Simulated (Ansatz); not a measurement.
Consider the following.

TiCuGe:
```xyz
12
Lattice="6.2594 0.0000 0.0000 0.0000 3.8030 0.0000 0.0000 0.0000 7.2422" Properties=species:S:1:pos:R:3 pbc="T T T"
Ti     0.1321     0.9507     1.3441
Ti     6.1273     2.8522     5.8982
Ti     2.9976     2.8522     4.9652
Ti     3.2617     0.9507     2.2770
Cu     0.9561     0.9507     4.1091
Cu     5.3033     2.8522     3.1331
Cu     2.1736     2.8522     0.4880
Cu     4.0857     0.9507     6.7543
Ge     4.7752     0.9507     4.4632
Ge     1.4842     2.8522     2.7790
Ge     4.6138     2.8522     0.8421
Ge     1.6455     0.9507     6.4001
```

This is the r²SCAN-relaxed structure.

Q: All from the program Ansatz at the r²SCAN level (PAW), unless another level is named. Predict the electronic character.

A: metallic (no gap).

Q: Predict the formation energy from the elements (no fitted shifts).

A: -44 kJ/mol of atoms.

Q: What about the density of states at the Fermi level?

A: 0.59 states/eV per atom (mean over ±0.08 eV).

Space group Pnma. The workflow started from a Materials Project entry (that database holds measured and hypothetical structures alike); the Crystallography Open Database copy checked does not list it. Its standing as an ambient phase is unchecked. The cell was relaxed with r²SCAN under the symmetry of its start; whether a distortion lowers the energy is not shown. No spin polarisation was allowed. The references are the lowest solids computed at this level, not always the standard phases. Spin–orbit coupling is left out wherever it is not named.

Potentials: the later of the program's two PAW sets.
